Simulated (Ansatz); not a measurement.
**Ti: energy along a strain**

Ti, Im-3m, a = 3.282 Å (as given, not relaxed at this level: -2.8 GPa). This isn't the element's structure at ambient conditions. Ansatz: r2SCAN, PAW, 500 eV, Γ-centred 20×20×20 mesh on 1 atom, Gaussian smearing 0.15 eV; no spin polarisation. Cell vectors (Å): -1.641 1.641 1.641; 1.641 -1.641 1.641; 1.641 1.641 -1.641. The cell is strained by x per cent times the pattern (1 0 0 0 0 0) in the order xx yy zz yz xz xy (engineering shears), with fractional coordinates held. y is the free energy over the start, V0 = 17.676 Å³/atom.

```
x (%) y (meV/atom)
-2.00             ?
-1.50         -3.70
-1.00         -2.69
-0.50         -1.45
 0.00          0.00
 0.50          1.66
 1.00          3.52
 1.50          5.57
 1.75          6.67
 2.00          7.81
```

Problem. Fit y = c1 x + c2 x² + c3 x³ to the other rows, get the stiffness along the pattern, and predict the missing energy.

Solution. Least squares on the rows shown. y = 3.114 x + 0.4159 x² − 0.01014 x³. The clamped-ion stiffness p·C·p = 2 × 4.159 eV × 160.2 / 17.676 Å³ = 75 GPa, which is C11 in these axes (second derivative at the start, which stands under stress). The pressures of the same runs give B = −dP/dε = 101 GPa; in a cubic crystal a longitudinal stiffness under B means a negative shear constant, so this lattice is unstable. At x = -2.00 the fit asked for gives -4.48 meV/atom. The run gave -4.50 meV/atom, so the fit is 0.02 meV/atom too high, a small miss on the scale of the series.